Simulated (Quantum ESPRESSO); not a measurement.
**NMR parameters of Na$_{2}$S**

```
Na2S
1.0
    0.00000     3.27350     3.27350
    3.27350     0.00000     3.27350
    3.27350     3.27350     0.00000
Na S
2 1
Direct
  0.25000   0.25000   0.25000
  0.75000   0.75000   0.75000
  0.00000   0.00000   0.00000
```
The cell was made here from an entry of the Crystallography Open Database (unchecked): atoms relaxed with PBE in the measured cell (PBE without dispersion, pw.x of a modified build of Quantum ESPRESSO, symmetry kept).  Stability against distortions was not tested.

These are absolute shieldings with no macroscopic susceptibility term; δ = σ_ref − σ needs a reference computed alike. By our sweeps, such settings leave a few ppm in absolute σ. The datasets of Na, S hold no d projectors, which limits absolute σ on these atoms. Static lattice: thermal averaging is not included.

**Question.** What do the calculations give at each independent site (shieldings by PBE GIPAW (Quantum ESPRESSO, JTH PAW datasets), 30 Ha, k-mesh 5×5×5 shifted, f-sum rule met within 0.006 %)?

**Answer.** 
| site | site symmetry | σ_iso (ppm) |
|---|---|---|
| Na (atoms 1, 2) | -43m | 496 |
| S (atom 3) | m-3m | 784 |
